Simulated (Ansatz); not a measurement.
NaF (rock salt, Fm-3m), the program Ansatz at the r²SCAN level (PAW). The conduction-band minimum lies at Γ, with 1 equivalent valley. Second derivatives d²E/dk² of the lowest band at one valley (eV·Å²), along Cartesian directions:

```csv
direction,d²E/dk²
[100],13.44
[010],13.44
[001],13.44
[110],13.44
[101],13.44
[011],13.44
```

Problem. Find the principal effective masses, the density-of-states mass and the conductivity mass.

Solution. Off-diagonal terms follow from H_xy = H[110] − (H_xx + H_yy)/2, and m*/mₑ = 7.620 eV·Å² over each eigenvalue: 0.57, 0.57, 0.57. One valley's DOS mass (m₁m₂m₃)^(1/3) = 0.57, conductivity mass 3/(Σ 1/mᵢ) = 0.57 mₑ.

Problem. What effective density of states Nc follows at 300 K for parabolic valleys?

Solution. Nc = 2.509e19 × 1 × (0.57)^(3/2) ≈ 1.1e19 cm⁻³.

Problem. With the computed static dielectric constant 4.66 (mean of the diagonal), estimate a hydrogenic donor's binding energy and radius.

Solution. E = 13.606 eV × 0.57/4.66² ≈ 360 meV; a = 0.529 Å × ε/m* ≈ 4.3 Å. Semilocal masses tend to be too small where the gap is.

Problem. With ε∞ = 1.82 and ω_LO = 420 cm⁻¹, what Fröhlich coupling constant follows?

Solution. α = (1/ε∞ − 1/ε0) √(m* × 13.606 eV/ħω_LO) = 4.1.

The cell was relaxed with r²SCAN under the symmetry of its start; phonons on a q-mesh show no instability.

Potentials: the later of the program's two PAW sets.
